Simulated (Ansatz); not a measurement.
Values for one crystal, relaxed and computed with the program Ansatz at the r²SCAN level (PAW); other levels are named.

| Quantity | Result |
|---|---|
| Volume per atom | 10.85 Å³ |
| Electronic character | metallic (no gap) |
| Density of states at the Fermi level | 0.63 states/eV per atom (mean over ±0.08 eV) |
| Formation energy from the elements (no fitted shifts) | -0.13 eV/atom |

Question: Which compound is it?
(A) Zr2Ga, I4/mcm (Zr on 8h, Ga on 4a)
(B) EuHg2, Cmmm (Eu on 2a, Hg on 4j)
(C) FeNi3, Cu3Au type
(D) Li3Al2, R-3m (Li on 6c, Li on 3a, Al on 6c)

Answer: C, FeNi3, Cu3Au type

Space group Pm-3m (Cu3Au type). The cell was relaxed with r²SCAN under the symmetry of its start. The final state is ferromagnetic, chosen from 5 collinear starts compared on coarse meshes (ties went to the first, and starts can fall back to one state), not a proven ground state. Textbook magnetic order: ferromagnetic. Other orbital occupations within this spin state were not tried. The references are the lowest solids computed at this level, not always the standard phases.

Potentials: the later of the program's two PAW sets.
